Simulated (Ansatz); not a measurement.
GePd (rock salt, space group No. 225) under volume change, r²SCAN (plane waves, PAW; program Ansatz), scaled uniformly.

```csv
V (Å³/atom),E − E(relaxed) (meV/atom),P (GPa)
15.684,63.2,14.34
16.201,26.3,8.68
16.718,6.2,3.95
17.235,0.0,-0.01
17.752,5.5,-3.29
18.269,20.7,-6.03
18.786,44.0,-8.34
```

**Question.** What does a third-order Birch–Murnaghan fit give for V₀, B₀ and B′?

**Answer.** V₀ = 17.24 Å³/atom, B₀ = 120 GPa, B′ = 5.0.

Space group Fm-3m (rock salt). The cell is a constructed one: a structure type filled with these elements; neither database checked (COD, Materials Project) lists it. COD files the formula under space group No. 62, so this cell is another polymorph or a model. Its standing as an ambient phase is unchecked. The cell was relaxed with r²SCAN under the symmetry of its start. At this level the phase is mechanically unstable. No spin polarisation was allowed.

Potentials: the later of the program's two PAW sets.
